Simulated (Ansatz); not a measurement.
Given:

TiC:
Space group Pm-3m (No. 221); a = b = c = 2.658 Å, α = β = γ = 90.00°

| atom | site | symmetry | x | y | z |
|---|---|---|---|---|---|
| Ti | 1a | m-3m | 0.0000 | 0.0000 | 0.0000 |
| C | 1b | m-3m | 0.5000 | 0.5000 | 0.5000 |

This is the LDA-relaxed structure.

Q: All from LDA (plane waves, PAW; program Ansatz), unless another level is named. Give the electronic character.

A: metallic (no gap).

Q: Next, the formation energy from the elements (no fitted shifts)?

A: 0.25 eV/atom.

Q: Predict the density of states at the Fermi level.

A: 1.6 states/eV per atom (mean over ±0.08 eV).

The cell is a constructed one: a structure type filled with these elements; neither database checked (COD, Materials Project) lists it. It is not the phase usual at ambient conditions (space group No. 225). The LDA relaxation kept the symmetry of its start. At this level the phase is mechanically unstable. No spin polarisation was allowed. The references are the lowest solids computed at this level, not always the standard phases.

Potentials: the later of the program's two PAW sets.
